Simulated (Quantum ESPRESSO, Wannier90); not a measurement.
Wannier functions of GaCuSe$_{2}$ (chalcopyrite)

```xyz
8
Lattice="5.6027 0.0000 0.0000 0.0000 5.6027 0.0000 -2.8014 -2.8014 5.5552" Properties=species:S:1:pos:R:3 pbc="T T T"
Ga    -2.8014     0.0000     2.7776
Ga     2.8014     2.8014     0.0000
Cu     0.0000    -2.8014     2.7776
Cu     0.0000     0.0000     0.0000
Se     1.4007     1.3795    -1.3888
Se     1.3795    -1.4007     1.3888
Se    -1.4007    -1.3795    -1.3888
Se    -1.3795     1.4007     1.3888
```

Structure: Materials Project mp-4840, symmetrised, not relaxed again. COD (Crystallography Open Database) has an entry of this formula and space group (matched by these alone). Computed values, not measurements, from PBEsol: Quantum ESPRESSO (norm-conserving PseudoDojo potentials, cutoff 74 Ry, no spin polarisation, no spin-orbit coupling) on a Γ-centred 4×4×4 mesh, then Wannier90. Density: 6×6×6 mesh, Gaussian smearing 0.01 Ry. A non-magnetic state is assumed, with no Hubbard U; filled 3d bands tend to lie too high at this level. Spin-orbit coupling, left out, would split the p-like bands by a few tenths of an eV. The gap is small at this level and was sampled on the meshes and a path alone.

Valence charges of the files: Ga 13, Cu 19, Se 16. 91 bands were computed.

Isolated groups of bands, relative to the valence-band maximum (bands from 65 on overlap up to the last one computed):

```
bands  from (eV)  to (eV)  filling              weight on atomic waves
-----  ---------  -------  -------  ----------------------------------
1–2      -111.55  -111.55   filled                          Cu 3s 99 %
3–8       -69.10   -69.08   filled                         Cu 3p 100 %
9–28      -48.16   -48.03   filled                         Se 3d 100 %
29–38     -15.60   -15.35   filled                          Ga 3d 97 %
39–42     -14.62   -13.01   filled   Se 4s 71 %, Ga 4p 11 %, Ga 3d 7 %
43–44      -7.71    -6.38   filled   Se 4p 50 %, Ga 4s 37 %, Se 4s 5 %
45–54      -5.72    -3.02   filled  Se 4p 62 %, Cu 3d 22 %, Ga 4p 10 %
55–64      -2.26     0.00   filled              Cu 3d 75 %, Se 4p 18 %
```

Wanted is a model with the orbitals Ga s p, Cu d, Se p, without the filled groups that are mainly made of other shells (semicore states, and anion s where it isn't named); all higher bands stay in for disentanglement.

### Question
Give num_wann, exclude_bands and num_bands, and the number of electrons that the model holds.

### Answer
Electrons: 2×13 + 2×19 + 4×16 = 128, which fill 64 bands.
num_wann = 2×4 + 2×5 + 4×3 = 30.
exclude_bands = 1-42, 42 bands, so num_bands = 91 − 42 = 49.
The model holds 128 − 2×42 = 44 electrons. With the window frozen to 1.59 eV it follows pw.x to 2.0 meV rms (states up to 1.1 eV relative to the valence-band maximum).
